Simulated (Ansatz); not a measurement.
**Relaxing a structure of Cu**

The start is a generated cell, Cu built in the AFLOW prototype A_aP4_2_aci. Cell shape, volume and atoms are optimised at zero target pressure with PBEsol (plane waves to 420 eV, PAW, scalar-relativistic; Ansatz, an electronic-structure program). The first steps use a coarse 13×11×5 k-mesh.

The start:
```yaml
crystal:
  lattice:
    - [2.47001, 0.00000, 0.00000]
    - [0.24727, 2.91410, 0.00000]
    - [0.10753, 0.48412, 6.53608]
  atoms:
    - { symbol: Cu, position: [0.00000, 0.00000, 0.00000] }
    - { symbol: Cu, position: [0.00000, 0.00000, 0.50000] }
    - { symbol: Cu, position: [0.43300, 0.57200, 0.25900] }
    - { symbol: Cu, position: [0.56700, 0.42800, 0.74100] }
```

```yaml
initial_pressure: "+2.3 GPa (positive: the cell is compressed)"
largest_initial_force: 1.62 eV/Å, on Cu3, Cu4 (atoms numbered as listed)
outcome: The space group goes from P-1 (No. 2) to Fm-3m (No. 225); the end is fcc (Cu type), with 1 atom in the primitive cell
energy_released: 0.20 eV/atom
volume_change: -3.8 %, from 11.76 to 11.31 Å³/atom
Shortest distances (start → end): "The closest pairs of elements (up to four, under 3.6 Å), start → end: Cu–Cu 2.26 → 2.52 Å"
band_gap_at_the_end: no gap (metallic)
optimiser_moves: 15
```

Relaxed structure:

Space group Fm-3m (No. 225); a = 3.563 Å, b = 3.563 Å, c = 3.563 Å, α = 90.00°, β = 90.00°, γ = 90.00°

```tsv
atom	site	symmetry	x	y	z
Cu	4a	m-3m	0.0000	0.0000	0.0000
```
(The calculation used a cell of 1 atom; values per cell refer to that cell.)

Final values are on a 22×22×22 k-mesh of the relaxed cell. No spin polarisation in the result.

The run could not lose the symmetry of its start.
